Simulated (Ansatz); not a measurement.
According to the program Ansatz at the r²SCAN level (PAW), Si3N4 in the hexagonal phase (P6_3/m; Si on 6h, N on 2d, N on 6h) relaxes to a = 7.606 Å, c = 2.906 Å. Si has 4 nearest neighbours from 1.73 Å (tetrahedral); N on 2d has 3 nearest neighbours from 1.73 Å (trigonal planar); N on 6h has 3 nearest neighbours from 1.73 Å (trigonal planar). Its formation energy from the elements is -1.27 eV/atom, with no fitted shifts.

It is gapped at this level: 4.99 eV (indirect). The valence maximum lies on the Γ–A line, 33 % of the way from Γ and the conduction minimum at Γ. The screened hybrid HSE06 puts the gap at 5.77 eV. The electron mass is 0.22, 1.4, 1.4 mₑ (principal values). The hole mass is 0.83, 0.83, 1.7 mₑ (principal values).

The bulk modulus is 254 GPa. The relaxed-ion elastic constants in GPa are C11 = 438, C12 = 198, C13 = 114, C33 = 570, C44 = 109. The elastic constants imply a Debye temperature near 973 K. Perturbation theory gives ε∞ = 3.98 (xx = yy), 4.06 (zz). Letting the ions move raises it to ε0 = 7.71 (xx = yy), 7.72 (zz). Born charges are Si +3.37, N -2.55 to -2.52 e. The phonon dispersion is stable (no imaginary branch). Without the LO–TO term the highest mode at Γ lies at 1069 cm⁻¹. Bader charges are Si +3.21, N -2.41 to -2.40 e.

Symmetry was held in the r²SCAN relaxation. The references are the lowest solids computed at this level, not always the standard phases (solids in place of the gases).

Potentials: the earlier of the program's two PAW sets. The files were generated under PBE; for other functionals the program regenerates the frozen cores, and for LDA and PBEsol the local potential too.
